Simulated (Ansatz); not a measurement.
SnO2 (rutile)

```
CELL_PARAMETERS angstrom
      4.82755     0.00000     0.00000
      0.00000     4.82755     0.00000
      0.00000     0.00000     3.23815
ATOMIC_POSITIONS crystal
  Sn 0.00000 0.00000 0.00000
  Sn 0.50000 0.50000 0.50000
  O  0.30658 0.30658 0.00000
  O  0.80658 0.19342 0.50000
  O  0.19342 0.80658 0.50000
  O  0.69342 0.69342 0.00000
```

The slice is a (010) plane (indices of the conventional cell) through the point (0.000, 0.000, 0.000) (fractional), spanned by u = [001] and v = [100] in vectors of this cell: u (3.24 Å) and v (4.83 Å, at 90° to u). It covers one period; positions are fractions (u, v).

Level of theory: PBE (plane waves to 420 eV, PAW, scalar-relativistic; Ansatz, a quantum-chemistry and plane-wave program). k mesh 7×7×10. Inside the PAW spheres the values are not all-electron values, and peaks at nuclei hang on which shells count as valence. SnO2 was relaxed with its symmetry unable to fall.

**Question.** Predict the map of the electron localisation function (ELF) on the slice.

**Answer.** 
```tsv
v \ u	0.00	0.12	0.25	0.38	0.50	0.62	0.75	0.88
0.88	0.11	0.19	0.18	0.32	0.43	0.32	0.18	0.19
0.75	0.12	0.11	0.17	0.49	0.65	0.49	0.17	0.11
0.62	0.06	0.04	0.04	0.14	0.26	0.14	0.04	0.04
0.50	0.01	0.01	0.01	0.01	0.01	0.01	0.01	0.01
0.38	0.06	0.04	0.04	0.14	0.26	0.14	0.04	0.04
0.25	0.12	0.11	0.17	0.49	0.65	0.49	0.17	0.11
0.12	0.11	0.19	0.18	0.32	0.43	0.32	0.18	0.19
0.00	x	0.01	0.21	0.12	0.08	0.12	0.21	0.01
```

Values: electron localisation function (ELF). Points within 0.4 Å of a nucleus are blanked (x), as the pseudised field means little there.
